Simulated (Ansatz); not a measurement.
Method: DFT PBE, scalar-relativistic, plane waves, PAW (Ansatz 0.2.0). All cells share a 420 eV cutoff and Γ-centred k meshes spaced at most about 0.3 Å⁻¹ (about 0.25 or finer for metals, 2π included). No spin polarisation in the final relaxations.

Temperature and zero-point effects are left out.

Two forms of CdH6 were relaxed alike.

1.

```
Cd H
1.0
     5.96212    0.00000    0.00000
     0.00000    5.96212    0.00000
     0.00000    0.00000    5.96212
Cd H
1 6
Direct
  0.00000 0.00000 0.00000
  0.93708 0.50000 0.50000
  0.06292 0.50000 0.50000
  0.50000 0.50000 0.93708
  0.50000 0.50000 0.06292
  0.50000 0.06292 0.50000
  0.50000 0.93708 0.50000
```

2.

```
Cd H
1.0
     3.85706    0.00000    0.00000
     0.00000    3.85706    0.00000
     0.00000    0.00000    6.47337
Cd H
1 6
Direct
  0.50000 0.50000 0.00000
  0.00000 0.50000 0.44219
  0.50000 0.00000 0.44219
  0.00000 0.50000 0.55781
  0.50000 0.00000 0.55781
  0.50000 0.00000 0.00000
  0.00000 0.50000 0.00000
```

Problem. Which is lower in energy, and by how much?

Solution. Cell 1 is lower, by 95 meV/atom. Cell 1 has space group Pm-3m (No. 221), 30.3 Å³/atom and a gap of 3.77 eV on its mesh; cell 2 has space group P4/mmm (No. 123), 13.8 Å³/atom and no gap. Counting H atoms around Cd (those within 1.25 times the shortest such distance or 1.15 times the sum of covalent radii, 1.27 where that leaves under three; the shortest distance is added where it exceeds 1.18 times the sum of covalent radii), cell 1 has Cd 24 from 4.2 Å and cell 2 has Cd 4. Cell 1 and cell 2 both hold H–H pairs as short as in free H₂ molecules. Even the lower one lies +0.10 eV/atom against the reference forms of the elements (uncorrected), a margin that errors in the energy of the gaseous reference can exceed. In cell 1, Cd has 24 H at 4.23 Å (long against the sum of covalent radii); H has 1 H at 0.75 Å, 4 H at 3.69 Å, 4 Cd at 4.23 Å and 8 H at 4.25 Å. In cell 2, Cd has 4 H at 1.93 Å; H on a site of symmetry 2mm has 1 H at 0.75 Å; around H on a site of symmetry mmm lie 2 Cd at 1.93 Å. Both come from invented guesses. A third cell relaxed alike, in P1, lies 4 meV/atom below the lower of the two; the Pm-3m cell fell into it when its atoms were moved at random.

No dispersion correction is applied, so the spacing and binding between layers, chains or molecules are poorly described (Pm-3m, P4/mmm), and this can change margins and order among such cells. Kohn–Sham gaps at this level usually fall short of measured ones. Cd atoms have no neighbour within bonding distance in Pm-3m, so such a cell has in effect fallen apart. With hydrogen, zero-point motion can shift such differences by 10 meV/atom or more. Cells relaxed within their symmetry can be saddle points.
